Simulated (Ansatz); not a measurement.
LaAg: stiffness from a series of strains

```xyz
2
Lattice="3.7600 0.0000 0.0000 0.0000 3.7600 0.0000 0.0000 0.0000 3.7600" Properties=species:S:1:pos:R:3 pbc="T T T"
La    1.8800    1.8800    1.8800
Ag    0.0000    0.0000    0.0000
```

Atom numbers follow the list: La1, Ag2.

The cell is COD entry 9008798, as deposited and not checked against the literature; nothing was relaxed.

Spin–orbit coupling is left out, though it moves levels of the heavy atoms by tenths of an eV or more.

Method: DFT, PBEsol, all-electron LAPW, scalar-relativistic in Ansatz 0.2.0.

Numerical set-up: a Γ-centred 9×9×9 k mesh, Fermi–Dirac smearing of 0.08 eV, basis error target 0.25 meV/atom, no spin polarisation.

The strain is applied along the Cartesian axes of the cell as listed (the other components stay zero). Fractional coordinates are held (clamped ions).

σ is the change of stress from the unstrained cell, which is at -0.28 GPa; tension is positive, so slopes are stress–strain coefficients at that pressure. In a metal the k mesh adds noise.

Only quantities that a quadratic follows smoothly over the whole series are listed; rougher ones are left out.

```
εxx = εyy  σzz (GPa)  σxx (GPa)
  -0.0200      -2.29      -2.62
   0.0000       0.00       0.00
   0.0100       0.95       1.17
   0.0200       1.80       2.26
```

Question: Fit the series and read off the stiffness at zero strain.

Answer: Least-squares fits y = p0 + p1 x + p2 x² to the rows give σzz (GPa): p1 = 102, p2 = -600; σxx (GPa): p1 = 122, p2 = -450. So 2 C12 = 102 GPa and C11 + C12 = 122 GPa.

Question: One run, at εxx = εyy = -0.0100, is withheld. Predict its row.

Answer: The fits give -1.09, -1.27; the run gave -1.08, -1.26.
